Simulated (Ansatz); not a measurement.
The relaxed structure here is a generated cell of WSe2: the first start was made by placing the elements on the sites of a structure type, and the end was not matched to a known phase here, so it may be hypothetical. Known forms of WSe2 include space group No. 194.

One starting cell of WSe2 (a generated cell, WSe2 placed in the pyrite structure type) was relaxed twice with Ansatz (plane waves, PAW, scalar-relativistic): with r2SCAN at 500 eV and with PBE at 420 eV. The r2SCAN result:

WSe2 is taken in the cubic space group Pa-3 (No. 205), Pearson symbol cP12. Lattice parameters: a = 6.2726 Å, b = 6.2726 Å, c = 6.2726 Å, α = 90.00°, β = 90.00°, γ = 90.00°. W on 4a has 6 Se at 2.585 Å (octahedral). Se on 8c is coordinated by 3 W at 2.585 Å (trigonal planar). (Neighbours: up to the widest gap in distance over summed covalent radii, below 1.35, at either atom; cation-cation and far metal-metal contacts left out.)

```tsv
quantity	r2SCAN	PBE
space group	Pa-3	Pa-3
volume (Å³/atom)	20.57	[?]
a (Å)	6.273	[?]
gap (eV, no spin-orbit coupling)	0.00	[?]
spin order	ferromagnetic	[?]
net moment (μB/atom)	0.67	[?]
```

What does PBE give for the same quantities?


- volume (Å³/atom), PBE: 20.50
- a (Å), PBE: 6.266
- gap (eV, no spin-orbit coupling), PBE: 0.00
- spin order, PBE: ferromagnetic
- net moment (μB/atom), PBE: 0.51

Both levels end in the same structure; PBE's volume is within 0.5 % of r2SCAN's. Neither column is exact.

Spin states reached: ferromagnetic; spin orders were not searched systematically.

The run could not lose the symmetry of its start, so the end can be a saddle point.

Ansatz is a program for electronic structure.
